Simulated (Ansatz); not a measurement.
A trial cell of K2AlRhC6N6, before relaxation:

```cif
data_structure
_symmetry_space_group_name_H-M 'Fm-3m'
_symmetry_Int_Tables_number 225
_cell_length_a 10.0990
_cell_length_b 10.0990
_cell_length_c 10.0990
_cell_angle_alpha 90.000
_cell_angle_beta 90.000
_cell_angle_gamma 90.000
_cell_volume 1030.00
loop_
_atom_site_label
_atom_site_type_symbol
_atom_site_symmetry_multiplicity
_atom_site_Wyckoff_symbol
_atom_site_fract_x
_atom_site_fract_y
_atom_site_fract_z
_atom_site_occupancy
K1 K 8 c 0.25000 0.75000 0.75000 1
Al1 Al 4 b 0.50000 0.00000 0.00000 1
Rh1 Rh 4 a 0.00000 0.00000 0.00000 1
C1 C 24 e 0.18982 0.00000 0.00000 1
N1 N 24 e 0.30567 0.00000 0.00000 1
```

Computed with DFT PBE, scalar-relativistic, plane waves, PAW in Ansatz 0.2.0. Cutoff 420 eV, Gaussian smearing, Γ-centred meshes. Cell and atoms relax first on a coarse mesh and then on a converged one. In between, the cell is made exact in the group found at 0.06 Å. The steps can't lower the symmetry of their start. Collinear spin, starting moments Rh 1.0 μB.

A guess keeps its type if space group and coordination stay and the shape of the cell changes little (axis ratios within about 15 %, angles within 6°); the volume may change.

Q: Does it keep its structure type, or change into something else?

A: It keeps its type. The symmetry stays Fm-3m (No. 225). The volume per atom grows by 18.6 %, from 16.1 to 19.1 Å³. The shortest distance goes from 1.17 Å (C–N) to 1.18 Å (C–N). Counting neighbours within 15 % of an atom's shortest distance, the start has Al 6, C 1, K 24, N 1, Rh 6 and the end Al 6, C 1, K 24, N 1, Rh 6.

The last run used collinear spin, a 6×6×6 mesh for its 16-atom cell and Gaussian smearing of 0.01 eV. Another magnetic order may lie lower. A structure relaxed within its symmetry needn't be a true minimum.
